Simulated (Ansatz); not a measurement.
The relaxed structure here is a generated cell of Co2Si: the first start was made by a random draw of sites in a space group, and the end was not matched to a known phase here, so it may be hypothetical.

One starting cell of Co$_{2}$Si (a randomly generated symmetric cell of Co2Si (space group No. 183)) was relaxed twice with Ansatz (plane waves, PAW, scalar-relativistic): with r2SCAN at 500 eV and with PBE at 420 eV. The r2SCAN result:

```xyz
3
Lattice="3.9118 0.0000 0.0000 -1.9559 3.3877 0.0000 0.0000 0.0000 2.4764" Properties=species:S:1:pos:R:3 pbc="T T T"
Co     0.0000     2.2585     0.0000
Co     1.9559     1.1292     0.0000
Si     0.0000     0.0000     1.2382
```

| quantity | r2SCAN | PBE |
|---|---|---|
| space group | P6/mmm | P6/mmm |
| volume (Å³/atom) | 10.94 | … |
| a (Å) | 3.912 | … |
| c (Å) | 2.476 | … |
| gap (eV, no spin-orbit coupling) | 0.00 | … |
| spin order | ferromagnetic | … |
| net moment (μB/atom) | 0.92 | … |

Task: What does PBE give for the same quantities?

Result: 
- volume (Å³/atom), PBE: 10.91
- a (Å), PBE: 3.875
- c (Å), PBE: 2.518
- gap (eV, no spin-orbit coupling), PBE: 0.00
- spin order, PBE: ferromagnetic
- net moment (μB/atom), PBE: 0.14

Both levels end in the same structure; PBE's volume is within 0.5 % of r2SCAN's. Neither column is exact.

Spin states reached: ferromagnetic; spin orders were not searched systematically. r2SCAN tends to overstate moments in metals.

The run could not lose the symmetry of its start: the end is stationary, and may be a saddle point rather than a minimum.

Ansatz is a program for electronic structure.
